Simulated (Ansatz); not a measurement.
An Ansatz (a first-principles code) input:

Ansatz 0.2 input:
```yaml
crystal:
  lattice:
    - [4.3237117971, 0.0, 0.0]
    - [0.0, 4.3237117971, 0.0]
    - [0.0, 0.0, 4.3237117971]
  atoms:
    - { symbol: Cs, position: [0.0, 0.0, 0.0] }
    - { symbol: Br, position: [0.5, 0.5, 0.5] }
kpoints:
  mp_grid: { grid: [5, 5, 5] }
  band_path:
    path:
      - [[0.0, 0.0, 0.0], [0.0, 0.5, 0.0], [0.5, 0.5, 0.0], [0.0, 0.0, 0.0], [0.5, 0.5, 0.5], [0.0, 0.5, 0.0]]  # Γ-X-M-Γ-R-X
      - [[0.5, 0.5, 0.5], [0.5, 0.5, 0.0]]  # R-M
      - [VBM, CBM]
    npoints: 12
hamiltonian:
  xc: r2scan
  pseudopotentials: { kind: paw }
magnetization: { noncollinear: true, spin_orbit: true }
scf:
  n_extra_bands: 12
  convergence: { dr2_threshold: 0.0000000001 }
  occupations: { method: gaussian, width: 0.01 }
checkpoint: { write: soc.run }
output: { eigenvalues: true }
```

How many symmetry operations and irreducible k-points will the run report?

48 operations, 10 of 125 k-points.

With a cutoff of 500 eV, how many plane waves at Γ?

2103.

It took roughly 50 core-seconds on shared server cores.

Space group Pm-3m (CsCl type). The cell was relaxed with r²SCAN under the symmetry of its start.

Potentials: the later of the program's two PAW sets.

Ansatz is a plane-wave DFT program.
